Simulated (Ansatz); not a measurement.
Starting cell, CsPbCl3 (cubic perovskite):

```
CELL_PARAMETERS angstrom
      5.61855     0.00000     0.00000
      0.00000     5.61855     0.00000
      0.00000     0.00000     5.61855
ATOMIC_POSITIONS crystal
  Cs 0.00000 0.00000 0.00000
  Pb 0.50000 0.50000 0.50000
  Cl 0.00000 0.50000 0.50000
  Cl 0.50000 0.50000 0.00000
  Cl 0.50000 0.00000 0.50000
```

In each cell atom 2 (Pb, nearest neighbour Cl at 2.809 Å; its periodic images, 5.6 Å or more away, move with it) moves by s·(0.000, 0.000, 1.000) (along Cartesian z), the rest being held.

These are PBEsol (plane waves to 420 eV, PAW, scalar-relativistic; Ansatz, a program for electronic structure) values and carry that method's errors. k mesh 5×5×5 (Γ-centred), Fermi-Dirac smearing 0.05 eV. Energies are smeared free energies. Compression counts positive. CsPbCl3 was relaxed with its symmetry unable to fall. Spin-orbit coupling is left out, though Pb is heavy. This is a high-temperature form of CsPbCl3. ΔE is measured from the undisplaced structure.

Question: Estimate the ΔE (meV/cell) and P (GPa) for s (Å) = -0.560, -0.448, -0.336, -0.224, 0.336, 0.448.

Answer: 
```tsv
s (Å)	ΔE (meV/cell)	P (GPa)
-0.560	917	3.07
-0.448	464	1.79
-0.336	209	0.92
-0.224	76	0.37
0.336	209	0.92
0.448	464	1.79
```

(A displaced cell: forces are minus the slopes of the energy, force constants its curvatures, and phonons follow from these.)
